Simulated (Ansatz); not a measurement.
**Data sheet: C (DFT)**

C:
```
CELL_PARAMETERS angstrom
      2.12063    -4.36948     0.00000
      2.12063     4.36948     0.00000
      0.00000     0.00000     2.50469
ATOMIC_POSITIONS crystal
  C  0.40474 0.22633 0.00000
  C  0.59526 0.77367 0.00000
  C  0.22633 0.40474 0.00000
  C  0.77367 0.59526 0.00000
  C  0.01867 0.35183 0.50000
  C  0.98133 0.64817 0.50000
  C  0.35183 0.01867 0.50000
  C  0.64817 0.98133 0.50000
```

Space group Cmmm (No. 65); conventional cell a = 4.241 Å, b = 8.739 Å, c = 2.505 Å, α = β = γ = 90.00°.

Method: plane-wave PAW r²SCAN (Ansatz code). The cell and atoms are relaxed at this level. Other levels are named where they apply.

### Cell and energy

- Volume per atom: 5.80 Å³
- Density: 3.44 g/cm³

### Electronic structure

* **Band gap**: 3.56 eV (indirect)
* **Valence-band maximum**: at Y (k = 0.500, 0.500, 0.000)
* **Conduction-band minimum**: on the T–Y line, 39 % of the way from T (k = 0.500, 0.500, 0.305) (2 equivalent valleys)
* **Smallest direct gap on the standard path**: 5.30 eV
* **Electron effective mass**: 0.29, 0.50, 0.99 mₑ (principal values)
* **Hole effective mass**: 0.28, 0.66, 0.77 mₑ (principal values)
* **HSE06 gap on the r²SCAN cell**: 4.39 eV

### Mechanics

Bulk modulus (Birch–Murnaghan fit): 429 GPa
Pressure derivative B′: 3.7
Elastic constants (relaxed ions, GPa): C11 = 1150, C22 = 1120, C33 = 1240, C12 = 73.6, C13 = 23.0, C23 = 85.4, C44 = 529, C55 = 479, C66 = 385
Mechanical stability: stable (all eigenvalues of C positive)
Hill bulk and shear moduli: 430 and 495 GPa
Young's modulus: 1070 GPa
Poisson's ratio: 0.08
Debye temperature from the elastic constants: 2170 K

The start of the workflow was typed in or built on a structure type; the Crystallography Open Database copy checked does not list it. It is not the phase usual at ambient conditions (space group No. 194, 227). The r²SCAN relaxation kept the symmetry of its start; its stability against distortions is not shown here.

Potentials: the earlier of the program's two PAW sets.
